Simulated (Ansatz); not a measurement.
The relaxed structure here is a generated cell of SnTe: the first start was made by placing the elements on the sites of a structure type, and the end was not matched to a known phase here, so it may be hypothetical. Known forms of SnTe include space group No. 225.

A relaxed cell of SnTe (P6₃mc (No. 186)), relaxed on a k-mesh at least as fine as the one used below. Method: PBE (plane waves to 420 eV, PAW, scalar-relativistic; Ansatz, a quantum-chemistry and plane-wave program). Γ-centred k-mesh 4×4×1 on the run's cell (coarser than for final values), Fermi–Dirac smearing 0.05 eV.

```yaml
crystal:
  lattice:
    - [5.44126, 0.00000, 0.00000]
    - [-2.72063, 4.71227, 0.00000]
    - [0.00000, 0.00000, 18.69296]
  atoms:
    - { symbol: Sn, position: [0.00000, 0.00000, 0.01788] }
    - { symbol: Sn, position: [0.00000, 0.00000, 0.51788] }
    - { symbol: Sn, position: [0.66667, 0.33333, 0.84575] }
    - { symbol: Sn, position: [0.33333, 0.66667, 0.34575] }
    - { symbol: Sn, position: [0.66667, 0.33333, 0.18824] }
    - { symbol: Sn, position: [0.33333, 0.66667, 0.68824] }
    - { symbol: Te, position: [0.00000, 0.00000, 0.85688] }
    - { symbol: Te, position: [0.00000, 0.00000, 0.35688] }
    - { symbol: Te, position: [0.66667, 0.33333, 0.68566] }
    - { symbol: Te, position: [0.33333, 0.66667, 0.18566] }
    - { symbol: Te, position: [0.66667, 0.33333, 0.02928] }
    - { symbol: Te, position: [0.33333, 0.66667, 0.52928] }
```

The atoms are displaced by (Å):

| atom | ux | uy | uz |
|---|---|---|---|
| Sn1 | 0.023 | 0.254 | -0.082 |
| Sn2 | 0.030 | -0.242 | -0.086 |
| Sn3 | -0.046 | 0.091 | -0.071 |
| Sn4 | 0.049 | -0.042 | -0.104 |
| Sn5 | 0.018 | -0.053 | -0.136 |
| Sn6 | 0.049 | 0.061 | -0.118 |
| Te7 | 0.032 | -0.054 | 0.047 |
| Te8 | -0.007 | -0.013 | 0.032 |
| Te9 | -0.069 | -0.104 | -0.046 |
| Te10 | 0.006 | 0.079 | -0.034 |
| Te11 | -0.108 | 0.085 | -0.030 |
| Te12 | -0.120 | -0.127 | 0.025 |

### Question
What forces (eV/Å) and pressure result?

### Answer
```csv
atom,Fx,Fy,Fz
Sn1,-0.39,-0.51,0.42
Sn2,-0.41,0.38,0.46
Sn3,0.15,-0.46,0.01
Sn4,-0.12,0.12,0.26
Sn5,-0.05,0.41,0.40
Sn6,-0.26,-0.47,0.56
Te7,-0.10,0.49,-0.39
Te8,0.17,-0.15,-0.40
Te9,0.22,0.54,-0.05
Te10,0.01,-0.43,-0.26
Te11,0.39,0.39,-0.37
Te12,0.40,-0.29,-0.64
```

Pressure +1.1 GPa.

The undisplaced cell is probably no minimum: from this displacement the run went on to Imm2 (No. 44), 0.128 eV/atom below it.

No spin polarisation in the result.
